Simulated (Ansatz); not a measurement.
Cu$_{3}$Pd:
```
CELL_PARAMETERS angstrom
      3.67309     0.00000     0.00000
      0.00000     3.67309     0.00000
      0.00000     0.00000     3.67309
ATOMIC_POSITIONS crystal
  Cu 0.00000 0.50000 0.50000
  Cu 0.50000 0.00000 0.50000
  Cu 0.50000 0.50000 0.00000
  Pd 0.00000 0.00000 0.00000
```

Relaxed with r²SCAN. Special points in fractions of this cell's reciprocal vectors: Γ (0.000, 0.000, 0.000); X (0.000, 0.500, 0.000); M (0.500, 0.500, 0.000); R (0.500, 0.500, 0.500).

Task: List the band energies nearest the Fermi level at these points for r²SCAN with spin–orbit coupling in the plane-wave PAW code Ansatz.

Result: In eV from the Fermi level; about four levels below and three above (degenerate sets whole), none deeper than 8.9 eV; points with the same levels are listed once.

```
k                                below                          above
-  -----------------------------------  -----------------------------
Γ  -0.48 -0.48 -0.48 -0.48 -0.34 -0.34  2.16 2.16 2.27 2.27 2.27 2.27
X              -1.25 -1.25 -0.47 -0.47            7.26 7.26 7.51 7.51
M              -1.67 -1.67 -1.65 -1.65            0.05 0.05 0.09 0.09
R              -0.03 -0.03 -0.03 -0.03            5.22 5.22 5.22 5.22
```

Space group Pm-3m (Cu3Au type). The workflow started from an entry of the Crystallography Open Database (COD), which files this formula under 3 space groups. Whether it is the stable phase at ambient conditions was not checked. Symmetry was held in the r²SCAN relaxation; of distortions, only those at the zone centre were tested. The run is not spin-polarised.

Potentials: the later of the program's two PAW sets.
